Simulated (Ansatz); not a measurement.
Suppose BaHf3O2 takes space group P4/mmm (No. 123), with Ba on 1b; Hf on 2h and 1a; O on 2g.

Level of theory: DFT PBE, scalar-relativistic, plane waves, PAW (Ansatz). Cutoff 420 eV, Γ-centred mesh, Gaussian smearing, no spin polarisation.

The zero of energy is the elements' standard structures at the same level (O₂ as a molecule); no fitted shifts are applied.

**Question.** Predict the relaxed structure.

**Answer.**

Space group P4/mmm (No. 123). a = 3.167 Å, b = 3.167 Å, c = 10.799 Å, α = 90.00°, β = 90.00°, γ = 90.00°
| atom | site | symmetry | x | y | z |
| --- | --- | --- | --- | --- | --- |
| Ba | 1b | 4/mmm | 0.0000 | 0.0000 | 0.5000 |
| Hf | 2h | 4mm | 0.5000 | 0.5000 | 0.7905 |
| Hf | 1a | 4/mmm | 0.0000 | 0.0000 | 0.0000 |
| O | 2g | 4mm | 0.0000 | 0.0000 | 0.2294 |

Around Ba lie 2 O at 2.92 Å, 4 Ba at 3.17 Å, 8 Hf at 3.85 Å, 8 O at 4.31 Å and 4 Ba at 4.48 Å; Hf on a site of symmetry 4mm is surrounded by 4 O at 2.25 Å, 8 Hf at 3.17–3.18 Å and 4 Ba at 3.85 Å; around Hf on a site of symmetry 4/mmm lie 2 O at 2.48 Å and 12 Hf at 3.17–3.18 Å; O is surrounded by 4 Hf at 2.25 Å, 1 Hf at 2.48 Å and 1 Ba at 2.92 Å. Another local minimum with the same sites may exist.

**Question.** And its energy and gap?

**Answer.** The energy over the elements is −1.48 eV/atom and the gap on the 12×12×4 mesh of the 6-atom cell is 0 eV (a metal). A negative formation energy is needed for stability but isn't enough: competing phases decide.

The last run used Gaussian smearing of 0.10 eV. These runs have no spin–orbit coupling, which can matter for Hf. A structure relaxed within its symmetry needn't be a true minimum.
